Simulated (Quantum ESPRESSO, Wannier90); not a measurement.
# Tight-binding from DFT: WO3 (P4/nmm)

```xyz
8
Lattice="5.3250 0.0000 0.0000 0.0000 5.3250 0.0000 0.0000 0.0000 3.9445" Properties=species:S:1:pos:R:3 pbc="T T T"
W      2.6625     0.0000    -0.2571
W      0.0000     2.6625     0.2571
O      2.6625     0.0000     1.9296
O      0.0000     2.6625    -1.9296
O      1.3313     1.3313     0.0000
O      1.3313    -1.3313     0.0000
O     -1.3313    -1.3313     0.0000
O     -1.3313     1.3313     0.0000
```

Materials Project entry mp-19443; symmetrised, unrelaxed at this level. COD (Crystallography Open Database) has the formula in 6 space groups, this one among them (matched by group alone). Method: PBEsol plane waves in Quantum ESPRESSO 7.5 (PseudoDojo norm-conserving files, 68 Ry, no spin polarisation, no spin-orbit coupling), Bloch states on a 6×6×6 mesh through Γ, Wannier90 4.0.1. Density: 6×6×8 mesh, Gaussian smearing 0.01 Ry. Spin-orbit coupling is left out although heavy elements are present.

Base run: 28 functions from bands 15-61 of the 61 computed, start hydrogen-like W: d; O: p, centres 0.05 Å off the atoms, frozen window up to 2.07 eV relative to the valence-band maximum, outer window open. Its settings: num_cg_steps = 5, trial_step = 2 and dis_mix_ratio = 0.5 (the program's defaults), conv_tol = 1.0e-6 over 4 steps, num_iter = 1000, dis_conv_tol = 1.0e-6, dis_num_iter = 1000. One of them is changed at a time.

| run | disentanglement steps | localisation steps | Ω_I (Å²) | Ω_total (Å²) | ended |
|---|---|---|---|---|---|
| base | 182 | 38 | 22.533 | 22.869 | converged |
| num_cg_steps = 20 | 182 | 30 | 22.533 | 22.869 | converged |
| num_cg_steps = 0 | 182 | 152 | 22.533 | 22.869 | converged |
| dis_mix_ratio = 1.0 | 106 | 38 | 22.533 | 22.870 | converged |
